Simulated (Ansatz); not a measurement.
One crystal and one scan (frozen-phonon scan) at two levels, PBE (plane waves to 420 eV, PAW, scalar-relativistic; Ansatz, a quantum-chemistry and plane-wave program) and r2SCAN (plane waves to 500 eV, PAW, scalar-relativistic; Ansatz), each from its own relaxed cell and on its own mesh. The cell shown is that of PBE.

Starting cell, Cu (fcc, Cu type):

```
Cu
1.0
    0.00000     3.62969     3.62969
    1.81485     1.81485     3.62969
    1.81485     1.81485     0.00000
Cu
2
Direct
  0.00000   0.00000   0.00000
  0.50000   0.00000   0.00000
```

A phonon eigenvector at X = (0.5, 0.5, 0.0) is frozen into this cell: atom i moves by Q times the vector below, so Q is the largest atomic displacement, in Å. The cell is held. It is one choice among 2 degenerate patterns. (q is in reciprocal vectors of the primitive cell; the cell shown is doubled to hold the pattern.)

```
atom      x       y      z
----  -----  ------  -----
Cu1   0.000   1.000  0.000
Cu2   0.000  -1.000  0.000
```

Cu is run without spin polarisation. Cu was relaxed with its symmetry unable to fall. With partly filled bands, energies and forces of such displacements shift with the k mesh and the smearing. Both scans cover Q from -0.280 to 0.280 Å.

ΔE (meV/cell), each from the undisplaced structure of its own level:

```csv
Q (Å),PBE,r2SCAN
-0.280,576,withheld
-0.233,389,437
-0.187,243,273
-0.140,134,151
-0.093,59,66
-0.047,15,16
0.000,0,0
0.047,15,16
0.093,59,66
0.140,134,151
0.187,243,273
0.233,389,437
0.280,576,withheld
```

Q: Estimate the r2SCAN value at 0.280 from the PBE value there and the ratio of the two levels in the two nearest given rows on that side of the minimum.

A: At 0.233 and 0.187 the ratio r2SCAN/PBE averages 1.123, which gives 1.123 × 576 = 647 meV/cell. The calculation gives 646 meV/cell, +12.2 % against PBE.

(A displaced cell: forces are minus the slopes of the energy, force constants its curvatures, and phonons follow from these.)
